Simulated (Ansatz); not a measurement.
Run record: Fe$_{2}$O$_{3}$

The cell (10 atoms) is Fe$_{2}$O$_{3}$ as a measured crystal structure (space group R-3c). The computed pressure is over 10 GPa in size, so the cell is far from the computed equilibrium volume (the chosen U may not suit it). Source: COD entry 9015503; the sample's temperature and pressure aren't taken into account, and it need not be the stable phase.

The calculation used Ansatz development build ahead of 0.2.0, DFT, PBE+U, PAW, plane waves, scalar-relativistic.

Input:

```yaml
crystal:
  lattice:
    - [2.5010002, 1.44395314, 4.54007]
    - [-2.5010002, 1.44395314, 4.54007]
    - [0.0, -2.88790628, 4.54007]
  atoms:
    - { symbol: Fe, position: [0.8552, 0.8552, 0.8552], spin: 4.0 }
    - { symbol: Fe, position: [0.6448, 0.6448, 0.6448], spin: -4.0 }
    - { symbol: Fe, position: [0.1448, 0.1448, 0.1448], spin: -4.0 }
    - { symbol: Fe, position: [0.3552, 0.3552, 0.3552], spin: 4.0 }
    - { symbol: O, position: [0.0608, 0.4392, 0.75] }
    - { symbol: O, position: [0.75, 0.0608, 0.4392] }
    - { symbol: O, position: [0.4392, 0.75, 0.0608] }
    - { symbol: O, position: [0.9392, 0.5608, 0.25] }
    - { symbol: O, position: [0.25, 0.9392, 0.5608] }
    - { symbol: O, position: [0.5608, 0.25, 0.9392] }
magnetization:
  spin_polarized: true
hamiltonian:
  xc: pbe
  pseudopotentials: { kind: paw }
  hubbard: { sites: [{ species: Fe, l: d, u_eff: 5.3 }] }
basis:
  ecutwfc: 420
kpoints:
  mp_grid: { grid: [4, 4, 4] }
scf:
  occupations: { method: fermi_dirac, width: 0.03 }
  lower_state_search: "off"
  algorithm: density_mixing
  max_iter: 100
  mixing: { algorithm: anderson, beta: 0.8, globalisation: backtrack }
output:
  forces: true
  stress: true
```

Launched as:
```sh
ansatz run input.yaml --threads 2 --pin off --max-ram 5120MiB --backend cpu --events-out ev --progress --plain --runs-dir out
```

Program output, abridged:

```
Fe: projections on atomic orbitals take those of the free atom [Ne] 3s2 3p6 3d6 4s2, of charge +0.00 (hamiltonian.pseudopotentials.projection_atoms); the dataset's partial waves leave at most 1.1e-6 of an orbital's norm unspanned inside its sphere
O: projections on atomic orbitals take those of the free atom [He] 2s2 2p4, of charge +0.00 (hamiltonian.pseudopotentials.projection_atoms); the dataset's partial waves leave at most 1.9e-8 of an orbital's norm unspanned inside its sphere
Pseudopotentials: kind: paw
Pseudopotential: Fe, paw, valence charge 16, recommended cutoff 420 eV (normal), Fe.paw.azcp
Pseudopotential: O, paw, valence charge 6, recommended cutoff 420 eV (normal), O.paw.azcp
Functional definition: PBE
Crystal: 10 atoms, lattice volume = 98.374 Å³
Basis set: ecut = 420 eV, 1899 PW (Γ), exchange–correlation on 72×72×72 points (8 copies of the dense FFT grid, shifted against one another)
Bands: 70, of which v1, the nominal top of the filled ones, is band 50 counted from 1 (49 counted from 0)
Symmetry: 6 space group operations
Space group: R3c (ITA 161), of the structure as read, at distance tolerance 4.6e-5 Å
Magnetic group: BNS 167.105 (UNI 1335), of the structure as read, at distance tolerance 4.6e-5 Å
k-points: 13 of 64 (time reversal used)
Non-local potential: Fe, projectors of the file, l = 0: 3, l = 1: 2, l = 2: 3, l = 3: 1
Non-local potential: O, projectors of the file, l = 0: 2, l = 1: 2, l = 2: 1
Initial density: superposition of atomic densities (chi_scale 0.1, normalization cell, long waves kept (reshape's long-wave potential 0.01 eV rms))
Starting moments: Σ|m| = 16 μB on 4 of 10 sites
Starting magnetic order: antiferromagnet; an inversion exchanges its spin sublattices: spin-degenerate at every k-point
Initial wavefunctions: pseudopotential atomic-orbital guess
Functional: x = pbe(κ = 0.804, μ = 0.2195149727645171), c = pbe(β = 0.06672455060314922)
iter 1 solved again at ethr=1.59e-3 eV; its pass at ethr=3.10e-3 eV (dr2=5.29e0 eV) is discarded
SCF iter   1: F=—  HF=-21314.431653 eV  |F-HF|=—  |Δ(HF+E_count)|=         —  Δρ=6.40e-2 (↑6.40e-2 ↓6.40e-2)  dr2=5.29e0  dr2_m=2.06e0  M=0.000 μB ∫|m|=16.139 μB  β_m=0.80  ethr=1.59e-3  ⟨swp⟩=1.6  Hψ=8258  notcnv=0
preconditioner: auto → Resta (q_TF=auto, 2.736 Å⁻¹)  ε∞=6.2  [insulator: Δε(μ)=0.815 eV  Ē_g=13.484 eV  σ=0.030 eV  W_gap=1.00  n_scr=32 (ndim 8)  ℏωp=30.9 eV  f_vac=0.000  D(μ)=0.00/eV (n_scr^D=0)  ε∞_Penn≈6.2]
spin=Collinear: Resta preconditioning applied to the charge; magnetization (m = ρ↑ − ρ↓) channel mixes plain (no charge-response kernel on spin).
SCF iter   2: F=-21307.983387 eV  HF=-21316.484422 eV  |F-HF|=8.50e0  |Δ(HF+E_count)|=    2.05e0  Δρ=6.80e-2 (↑6.80e-2 ↓6.80e-2)  dr2=9.50e0  dr2_m=1.35e0  M=0.000 μB ∫|m|=18.042 μB  β_m=0.80  ethr=1.59e-3  ⟨swp⟩=4.2  Hψ=4640  notcnv=0  defer=2  κ⁻¹=1.0e0(r=1)
SCF iter   3: F=-21314.223933 eV  HF=-21314.796997 eV  |F-HF|=5.73e-1  |Δ(HF+E_count)|=    1.69e0  Δρ=1.95e-2 (↑1.95e-2 ↓1.95e-2)  dr2=9.48e-1  dr2_m=7.93e-2  M=0.000 μB ∫|m|=17.809 μB  β_m=0.80  ethr=1.59e-3  ⟨swp⟩=3.0  Hψ=3714  notcnv=0  defer=314
Mixer restart at iter 3: flushing history
spin-set hold released at iteration 3 (the charge has settled, or the pull on large starting moments outlasts its swing): the magnetisation degrees of freedom join the quasi-Newton model from the next iteration; the mixer history was flushed
SCF iter   4: F=-21313.916984 eV  HF=-21315.000911 eV  |F-HF|=1.08e0  |Δ(HF+E_count)|=   2.04e-1  Δρ=2.19e-2 (↑2.19e-2 ↓2.19e-2)  dr2=1.13e0  dr2_m=5.97e-2  M=0.000 μB ∫|m|=17.213 μB  ethr=2.84e-4  ⟨swp⟩=3.3  Hψ=3842  notcnv=0  defer=308
step globalisation rejected the trial step at iteration 4: rewound and re-committed at α = 0.500 (was 1.000); the next pass re-solves the rescaled trial
SCF iter   4: F=-21314.785601 eV  HF=-21314.732837 eV  |F-HF|=5.28e-2  |Δ(HF+E_count)|=   6.42e-2  Δρ=9.05e-3 (↑9.05e-3 ↓9.05e-3)  dr2=9.81e-2  dr2_m=1.48e-2  M=0.000 μB ∫|m|=17.542 μB  β_m=0.80  ethr=2.84e-4  ⟨swp⟩=3.0  Hψ=3214  notcnv=0  defer=312  κ⁻¹=1.0e0(r=1)
SCF iter   5: F=-21314.798577 eV  HF=-21314.767736 eV  |F-HF|=3.08e-2  |Δ(HF+E_count)|=   3.49e-2  Δρ=5.62e-3 (↑5.62e-3 ↓5.62e-3)  dr2=4.80e-2  dr2_m=6.37e-3  M=0.000 μB ∫|m|=17.560 μB  β_m=0.80  ethr=2.94e-5  ⟨swp⟩=2.9  Hψ=3224  notcnv=0  defer=312  κ⁻¹=3.0e-2(r=2)
SCF iter   6: F=-21314.807410 eV  HF=-21314.795732 eV  |F-HF|=1.17e-2  |Δ(HF+E_count)|=   2.80e-2  Δρ=3.14e-3 (↑3.14e-3 ↓3.14e-3)  dr2=1.51e-2  dr2_m=1.72e-3  M=0.000 μB ∫|m|=17.533 μB  β_m=0.80  ethr=1.44e-5  ⟨swp⟩=3.0  Hψ=2512  notcnv=0  defer=312  κ⁻¹=4.1e-4(r=3)
SCF iter   7: F=-21314.809838 eV  HF=-21314.806968 eV  |F-HF|=2.87e-3  |Δ(HF+E_count)|=   1.12e-2  Δρ=1.65e-3 (↑1.65e-3 ↓1.65e-3)  dr2=4.70e-3  dr2_m=4.89e-4  M=0.000 μB ∫|m|=17.525 μB  β_m=0.80  ethr=4.52e-6  ⟨swp⟩=2.8  Hψ=2648  notcnv=0  defer=312  κ⁻¹=8.5e-5(r=4)
SCF iter   8: F=-21314.810990 eV  HF=-21314.810128 eV  |F-HF|=8.62e-4  |Δ(HF+E_count)|=   3.16e-3  Δρ=7.87e-4 (↑7.87e-4 ↓7.87e-4)  dr2=1.19e-3  dr2_m=1.13e-4  M=0.000 μB ∫|m|=17.529 μB  β_m=0.80  ethr=1.41e-6  ⟨swp⟩=2.5  Hψ=2789  notcnv=0  defer=312  κ⁻¹=7.0e-6(r=5)
SCF iter   9: F=-21314.811203 eV  HF=-21314.810969 eV  |F-HF|=2.35e-4  |Δ(HF+E_count)|=   8.41e-4  Δρ=3.89e-4 (↑3.89e-4 ↓3.89e-4)  dr2=3.14e-4  dr2_m=2.52e-5  M=0.000 μB ∫|m|=17.530 μB  β_m=0.80  ethr=3.56e-7  ⟨swp⟩=2.0  Hψ=2764  notcnv=0  defer=312  κ⁻¹=3.4e-7(r=6)
SCF iter  10: F=-21314.811255 eV  HF=-21314.811196 eV  |F-HF|=5.89e-5  |Δ(HF+E_count)|=   2.28e-4  Δρ=1.94e-4 (↑1.94e-4 ↓1.94e-4)  dr2=7.99e-5  dr2_m=6.07e-6  M=0.000 μB ∫|m|=17.530 μB  β_m=0.80  ethr=9.42e-8  ⟨swp⟩=2.0  Hψ=2670  notcnv=0  defer=312  κ⁻¹=4.0e-8(r=7)
SCF iter  11: F=-21314.811268 eV  HF=-21314.811254 eV  |F-HF|=1.44e-5  |Δ(HF+E_count)|=   5.76e-5  Δρ=9.84e-5 (↑9.83e-5 ↓9.84e-5)  dr2=2.03e-5  dr2_m=1.60e-6  M=0.000 μB ∫|m|=17.530 μB  β_m=0.80  ethr=2.40e-8  ⟨swp⟩=2.0  Hψ=2392  notcnv=0  defer=312  κ⁻¹=9.0e-8(r=7)
SCF iter  12: F=-21314.811272 eV  HF=-21314.811268 eV  |F-HF|=3.44e-6  |Δ(HF+E_count)|=   1.45e-5  Δρ=5.03e-5 (↑5.03e-5 ↓5.03e-5)  dr2=5.22e-6  dr2_m=4.31e-7  M=0.000 μB ∫|m|=17.530 μB  β_m=0.80  ethr=6.10e-9  ⟨swp⟩=2.0  Hψ=2390  notcnv=0  defer=312  κ⁻¹=2.1e-7(r=7)
SCF iter  13: F=-21314.811273 eV  HF=-21314.811272 eV  |F-HF|=8.89e-7  |Δ(HF+E_count)|=   3.61e-6  Δρ=2.50e-5 (↑2.50e-5 ↓2.50e-5)  dr2=1.28e-6  dr2_m=1.10e-7  M=0.000 μB ∫|m|=17.530 μB  β_m=0.80  ethr=1.57e-9  ⟨swp⟩=2.0  Hψ=2536  notcnv=0  defer=312  κ⁻¹=1.4e-8(r=7)
SCF iter  14: F=-21314.811273 eV  HF=-21314.811273 eV  |F-HF|=2.21e-7  |Δ(HF+E_count)|=   9.07e-7  Δρ=1.25e-5 (↑1.25e-5 ↓1.25e-5)  dr2=3.21e-7  dr2_m=2.70e-8  M=0.000 μB ∫|m|=17.530 μB  β_m=0.80  ethr=3.84e-10  ⟨swp⟩=2.0  Hψ=2396  notcnv=0  defer=312  κ⁻¹=1.7e-8(r=7)
SCF iter  15: F=-21314.811273 eV  HF=-21314.811273 eV  |F-HF|=5.67e-8  |Δ(HF+E_count)|=   2.27e-7  Δρ=6.26e-6 (↑6.25e-6 ↓6.26e-6)  dr2=7.97e-8  dr2_m=6.93e-9  M=0.000 μB ∫|m|=17.530 μB  ethr=3.00e-11  ⟨swp⟩=3.3  Hψ=4585  notcnv=0
SCF 1 converged in 15 iterations: F = -21314.811273 eV  dr2 = 7.97e-8
  greatest PAW one-centre occupation: 1.002 electrons in one spin orbital (limit 2), on the Fe atom at site 3 (counted from 0), in its partial waves of l = 1
this state was not tested for a lower state beside it, because the mixer in use, unlike msr1, does not test its closes by its own steps (another_mixer; see scf.mixing.algorithm and scf.lower_state_search)
SCF converged after 15 iterations
Magnetization: 0.0000 μB (50.0000 up, 50.0000 down)
Absolute magnetization: 17.5538 μB (∫|ρ↑−ρ↓|, with the PAW one-centre terms)
Spin contamination: 9.6061 ħ² per cell (⟨S²⟩ above its minimum at these occupations)
Per-site moments (μB) at R_I (Å): [(3.8520, 0.7914), (-3.8520, 0.7914), (-3.8520, 0.7914), (3.8520, 0.7914), (-1.8182e-7, 0.7914), (-1.8182e-7, 0.7914), (-1.8182e-7, 0.7914), (-1.8182e-7, 0.7914), (-1.8182e-7, 0.7914), (-1.8182e-7, 0.7914)]
Free energy (F): -21314.811273 eV
Harris-Foulkes:  -21314.811273 eV  (|F-HF|=5.67e-8)
Internal energy: -21314.811273 eV  (E = F + TS)
E sigma→0 (E₀):  -21314.811273 eV
Fermi energy:    12.478993 eV
--- Per-component energies (eV) ---
  E_band       = -1350.994948
  E_kinetic    = 2395.743763
  E_local      = -11938.941892  (includes V_loc(G=0)·N_el)
  E_nonlocal   = 1188.614234
  E_hartree    = 4802.375661
  E_xc         = -903.080064
  E_vxc        = -1157.236125  (∫ρ·V_xc dr)
  E_hubbard    = 7.175376  (on-site DFT+U / exact-exchange correction)
  E_vhub       = -47.006575  (the Hubbard potential's part of the band-sum identity)
  E_paw        = -6411.993404  (= ΣΔE_a)
  E_vpaw       = -1396.927573  (= ΣTr[D̂ρ^β])
  E_aug_tail   = 0.019137  (compensation charges beyond the density's cutoff)
  E_ewald      = -10454.724085
  E_smearing   = -0.000000  (= −TS)
  E_closure    = -0.000000  (closes the sum)
  Σ components = -21314.811273   (vs F -21314.811273, Δ=0.00e0)
--- Forces (eV/Å), atoms counted from 1 ---
  atom   1  Fe    -0.00000000    -0.00000000     0.04161954
  atom   2  Fe    -0.00000000     0.00000000    -0.04162128
  atom   3  Fe     0.00000000     0.00000000    -0.04162128
  atom   4  Fe     0.00000000    -0.00000000     0.04161954
  atom   5  O     -0.34738594    -0.00000060     0.00000044
  atom   6  O      0.17369349    -0.30084475     0.00000044
  atom   7  O      0.17369245     0.30084535     0.00000044
  atom   8  O      0.34738594    -0.00000060     0.00000044
  atom   9  O     -0.17369245     0.30084535     0.00000044
  atom  10  O     -0.17369349    -0.30084475     0.00000044
  max |Σ_I F_I| component: 8.46e-7 eV/Å
--- Stress (GPa, compression-positive) ---
       18.820843       0.000000       0.000000
        0.000000      18.820843       0.000000
       -0.000000       0.000000      16.140910
  P = ⅓ Tr σ = 17.9275 GPa (179.275 kbar)
```

The log names the space group R3c, not the crystal's R-3c, as the starting moments make like atoms unequal.

A static U favours moments and orbital order; the result depends on U and need not be the measured state. Only one magnetic start was run, with no search, so the state need not be the lowest.

The run took 16 s on 2 threads of Arm Neoverse V2, with other jobs on the host, peak memory 0.48 GiB.
